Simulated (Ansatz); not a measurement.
Total density of states per atom from PBEsol (plane waves, PAW; program Ansatz), in 0.25 eV bins, energy from the valence-band maximum:

(E (eV), states/eV/atom): (-7.85, 0.09); (-7.60, 0.02); (-7.35, 0.04); (-7.10, 0.14); (-6.85, 0.26); (-6.60, 0.18); (-6.35, 0.14); (-6.10, 0.12); (-5.85, 0.10); (-5.60, 0.08); (-5.35, 0.06); (-5.10, 0.20); (-4.85, 0.96); (-4.60, 0.15); (-4.35, 0.27); (-4.10, 0.52); (-3.85, 0.28); (-3.60, 1.02); (-3.35, 0.30); (-3.10, 1.68); (-2.85, 0.89); (-2.60, 0.67); (-2.35, 1.20); (-2.10, 1.01); (-1.85, 0.06); (-1.60, 0.30); (-1.35, 0.36); (-1.10, 0.29); (-0.85, 0.09); (-0.60, 0.04); (-0.35, 0.02); (-0.10, 0.00); (0.15, 0.00); (0.40, 0.00); (0.65, 0.00); (0.90, 0.00); (1.15, 0.04); (1.40, 0.10); (1.65, 0.40); (1.90, 0.48); (2.15, 0.36); (2.40, 0.34); (2.65, 0.24); (2.90, 0.38); (3.15, 0.42); (3.40, 0.35); (3.65, 0.36); (3.90, 0.24); (4.15, 0.41); (4.40, 0.45); (4.65, 0.20); (4.90, 0.61); (5.15, 0.69); (5.40, 0.71); (5.65, 0.48)

Q: Which compound is it?
(A) K2Sn2O3, R-3m (K on 3b, K on 3a, Sn on 6c, O on 9d)
(B) B4C, R-3m (B on 18h, B on 18h, C on 6c, C on 3b)
(C) Al2O3, corundum
(D) CaTiO3, R3c (Ca on 6a, Ti on 6a, O on 18b)

A: A, K2Sn2O3, R-3m (K on 3b, K on 3a, Sn on 6c, O on 9d). Top 1 eV of the valence band: Sn 5p 34 %, O 2p 34 %, Sn 5s 25 %. Bottom 1 eV of the conduction band: Sn 5p 60 %, O 2p 12 %, O 2s 7 %, outside the projected shells 15 %. Projections are on Löwdin-orthogonalised atomic valence shells; empty p or d shells of many metals are not among them.

The first step of the workflow began from a Materials Project structure, measured or hypothetical; the Crystallography Open Database files this formula in space group No. 166, but the cells were not matched. Its standing as an ambient phase is unchecked. Symmetry was held in the PBEsol relaxation; whether a distortion lowers the energy is not shown. Scalar-relativistic: spin–orbit coupling is off unless named, which matters more the heavier the elements.

Potentials: the earlier of the program's two PAW sets. The files were generated under PBE; for other functionals the program regenerates the frozen cores, and for LDA and PBEsol the local potential too.
